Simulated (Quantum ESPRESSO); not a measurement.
Ga3GeN4, input and log of a self-consistent run

Computed values, not a measurement. The program is pw.x of Quantum ESPRESSO 7.5 (plane-wave density functional theory). The cell is made up: 8 atoms on a wurtzite lattice, with randomly drawn elements, strain and displacements, not relaxed. PseudoDojo standard norm-conserving files (v0.5 for PBE, v0.4.1 for LDA and PBEsol) set the functional; there is no spin polarisation, spin-orbit coupling or dispersion term, and the masses in the input are unused placeholders. A spin-polarised start on this cell or one of its family kept no moment.

Input:

```
&control calculation='scf', pseudo_dir='./dojo.nc.sr.pbe.v0_5.standard.upf', outdir='./o', disk_io='medium', tprnfor=.true., tstress=.true. /
&system ibrav=0, nat=8, ntyp=3, nbnd=47, ecutwfc=84.00895049, nosym=.true., tot_charge=0,
 occupations='smearing', smearing='fd', degauss=0.0073498644
/
&electrons conv_thr=7.350e-09, electron_maxstep=60, /
ATOMIC_SPECIES
Ga 1.0 Ga.upf
Ge 1.0 Ge.upf
N 1.0 N.upf
CELL_PARAMETERS angstrom
3.2674 0.0 0.0
0.0 5.6593 0.0
0.0 0.0 5.3356
ATOMIC_POSITIONS angstrom
Ga -0.0633 0.0371 0.0178
Ga 1.5912 2.8133 -0.0069
Ge 1.6721 0.91 2.594
Ga -0.0609 3.7398 2.5915
N 0.0775 0.0509 1.9866
N 1.6571 2.7953 2.0591
N 1.5898 0.9594 4.6774
N -0.0102 3.7796 4.6399
K_POINTS automatic
7 6 6 1 1 1
```

The log is shortened where brackets say so; the opening notice, blank lines, dates and the lines on written files are dropped, and the path of the files is cut. It prints rydbergs, bohrs and kilobars, and counts compression as positive stress.

```
     Program PWSCF v.7.5
     Parallel version (MPI & OpenMP), running on       1 processor cores
     Number of MPI processes:                 1
     Threads/MPI process:                     1
     [start-up lines left out]
     bravais-lattice index     =            0
     lattice parameter (alat)  =       6.1745  a.u.
     unit-cell volume          =     665.8017 (a.u.)^3
     number of atoms/cell      =            8
     number of atomic types    =            3
     number of electrons       =        73.00
     number of Kohn-Sham states=           47
     kinetic-energy cutoff     =      84.0090  Ry
     charge density cutoff     =     336.0358  Ry
     scf convergence threshold =      7.3E-09
     mixing beta               =       0.7000
     number of iterations used =            8  plain     mixing
     Exchange-correlation= PBE
                           (   1   4   3   4   0   0   0)
     [axes and pseudopotential details left out]
   Cartesian axes
     site n.     atom                  positions (alat units)
         1        Ga     tau(   1) = (  -0.0193732   0.0113546   0.0054478  )
         2        Ga     tau(   2) = (   0.4869927   0.8610210  -0.0021118  )
         3        Ge     tau(   3) = (   0.5117525   0.2785089   0.7939034  )
         4        Ga     tau(   4) = (  -0.0186387   1.1445798   0.7931383  )
         5        N      tau(   5) = (   0.0237192   0.0155781   0.6080064  )
         6        N      tau(   6) = (   0.5071617   0.8555120   0.6301953  )
         7        N      tau(   7) = (   0.4865642   0.2936280   1.4315358  )
         8        N      tau(   8) = (  -0.0031217   1.1567607   1.4200588  )
     number of k points=   126  Fermi-Dirac smearing, width (Ry)=  0.0073
     Number of k-points >= 100: set verbosity='high' to print them.
     Dense  grid:    69157 G-vectors     FFT dimensions: (  40,  64,  60)
     Estimated max dynamical RAM per process >      93.20 MB
     Initial potential from superposition of free atoms
     starting charge      72.9911, renormalised to      73.0000
     Starting wfcs are   52 randomized atomic wfcs
     total cpu time spent up to now is       34.9 secs
     per-process dynamical memory:    60.2 Mb
     Self-consistent Calculation
     iteration #  1     ecut=    84.01 Ry     beta= 0.70
     Davidson diagonalization with overlap
     ethr =  1.00E-02,  avg # of iterations =  3.3
     total cpu time spent up to now is      145.7 secs
     total energy              =    -719.55791691 Ry
     estimated scf accuracy    <       2.05253948 Ry
     iteration #  2     ecut=    84.01 Ry     beta= 0.70
     Davidson diagonalization with overlap
     ethr =  2.81E-03,  avg # of iterations =  2.9
     total cpu time spent up to now is      252.4 secs
     total energy              =    -720.09224586 Ry
     estimated scf accuracy    <       2.56036667 Ry
     iteration #  3     ecut=    84.01 Ry     beta= 0.70
     Davidson diagonalization with overlap
     ethr =  2.81E-03,  avg # of iterations =  2.0
     total cpu time spent up to now is      328.6 secs
     total energy              =    -720.53150448 Ry
     estimated scf accuracy    <       0.04517328 Ry
     iteration #  4     ecut=    84.01 Ry     beta= 0.70
     Davidson diagonalization with overlap
     ethr =  6.19E-05,  avg # of iterations =  5.6
     total cpu time spent up to now is      428.0 secs
     total energy              =    -720.54568595 Ry
     estimated scf accuracy    <       0.01105154 Ry
     iteration #  5     ecut=    84.01 Ry     beta= 0.70
     Davidson diagonalization with overlap
     ethr =  1.51E-05,  avg # of iterations =  4.5
     total cpu time spent up to now is      516.9 secs
     total energy              =    -720.54693231 Ry
     estimated scf accuracy    <       0.00320816 Ry
     [iterations 6 to 8 left out]
     iteration #  9     ecut=    84.01 Ry     beta= 0.70
     Davidson diagonalization with overlap
     ethr =  4.63E-08,  avg # of iterations =  2.1
     total cpu time spent up to now is      811.0 secs
     total energy              =    -720.54714637 Ry
     estimated scf accuracy    <       0.00000101 Ry
     iteration # 10     ecut=    84.01 Ry     beta= 0.70
     Davidson diagonalization with overlap
     ethr =  1.38E-09,  avg # of iterations =  4.1
     total cpu time spent up to now is      909.8 secs
     total energy              =    -720.54714661 Ry
     estimated scf accuracy    <       0.00000109 Ry
     iteration # 11     ecut=    84.01 Ry     beta= 0.70
     Davidson diagonalization with overlap
     ethr =  1.38E-09,  avg # of iterations =  2.0
     total cpu time spent up to now is      992.0 secs
     total energy              =    -720.54714671 Ry
     estimated scf accuracy    <       0.00000012 Ry
     iteration # 12     ecut=    84.01 Ry     beta= 0.70
     Davidson diagonalization with overlap
     ethr =  1.67E-10,  avg # of iterations =  2.0
     total cpu time spent up to now is     1081.0 secs
     total energy              =    -720.54714674 Ry
     estimated scf accuracy    <       0.00000001 Ry
     iteration # 13     ecut=    84.01 Ry     beta= 0.70
     Davidson diagonalization with overlap
     ethr =  1.77E-11,  avg # of iterations =  2.0
     total cpu time spent up to now is     1158.3 secs
     End of self-consistent calculation
     Number of k-points >= 100: set verbosity='high' to print the bands.
     the Fermi energy is    13.0646 ev
!    total energy              =    -720.54714674 Ry
     estimated scf accuracy    <          2.7E-09 Ry
     smearing contrib. (-TS)   =      -0.00383927 Ry
     internal energy E=F+TS    =    -720.54330747 Ry
     The total energy is F=E-TS. E is the sum of the following terms:
     one-electron contribution =    -244.66136562 Ry
     hartree contribution      =     186.91948318 Ry
     xc contribution           =    -193.92239469 Ry
     ewald contribution        =    -468.87903033 Ry
     convergence has been achieved in  13 iterations
     Forces acting on atoms (cartesian axes, Ry/au):
     atom    1 type  1   force =     0.01335858   -0.03083289   -0.03940220
     atom    2 type  1   force =     0.01109289    0.03162633   -0.01771480
     atom    3 type  2   force =     0.00725263    0.00967141    0.04763297
     atom    4 type  1   force =     0.04443732    0.02619168    0.05279200
     atom    5 type  3   force =    -0.02194087   -0.02756649    0.00218717
     atom    6 type  3   force =    -0.03975024   -0.00635116   -0.03809072
     atom    7 type  3   force =    -0.00058853   -0.00557144   -0.01889960
     atom    8 type  3   force =    -0.01386179    0.00283256    0.01149518
     Total force =     0.130460     Total SCF correction =     0.000165
     Computing stress (Cartesian axis) and pressure
          total   stress  (Ry/bohr**3)                   (kbar)     P=        2.12
   0.00029676   0.00008253   0.00007781           43.66       12.14       11.45
   0.00008253  -0.00010536   0.00006012           12.14      -15.50        8.84
   0.00007781   0.00006012  -0.00014812           11.45        8.84      -21.79
     init_run     :     31.86s CPU     34.84s WALL (       1 calls)
     electrons    :   1043.85s CPU   1123.35s WALL (       1 calls)
     forces       :     10.70s CPU     10.83s WALL (       1 calls)
     stress       :     42.26s CPU     42.49s WALL (       1 calls)
     [timing details left out]
     PWSCF        :  18m49.41s CPU  20m14.83s WALL
     JOB DONE.
```

In other units: free energy -9803.543 eV for the cell, pressure 0.21 GPa, largest force component 1.357 eV/Å. A rerun of this cell at 1437 eV and a 9 x 8 x 8 mesh moved values by no more than 0.007 eV in energy, 0.04 GPa in stress and 0.020 eV/Å in force.